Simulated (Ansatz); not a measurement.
Ba₂YHO₃ in space group Immm (No. 71; Pearson symbol oI14) at seven volumes, the program Ansatz at the r²SCAN level (PAW), shape and atoms relaxed at each. One row is withheld.

```tsv
V (Å³/atom)	P (GPa)
16.312	9.29
16.849	?
17.387	2.61
17.925	0.00
18.463	-2.21
19.000	-4.10
19.538	-5.69
```

Problem. Fit the shown pressures and predict the withheld one.

Solution. Third-order Birch–Murnaghan: P = (3/2)B₀(x^(7/2) − x^(5/2))[1 + (3/4)(B′ − 4)(x − 1)] with x = (V₀/V)^(2/3). Least squares on the six rows gives V₀ = 17.925 Å³/atom, B₀ = 79.93 GPa, B′ = 4.42. At V = 16.849, x = 1.0421 and P = 5.67 GPa. The run itself gave 5.68 GPa.

The start of the workflow was typed in or built on a structure type; neither database checked (COD, Materials Project) lists it. Its standing as an ambient phase is unchecked. The cell was relaxed with r²SCAN under the symmetry of its start; whether a distortion lowers the energy is not shown. The run is not spin-polarised. Spin–orbit coupling is left out wherever it is not named.

Potentials: the earlier of the program's two PAW sets. The files were generated under PBE; for other functionals the program regenerates the frozen cores, and for LDA and PBEsol the local potential too.
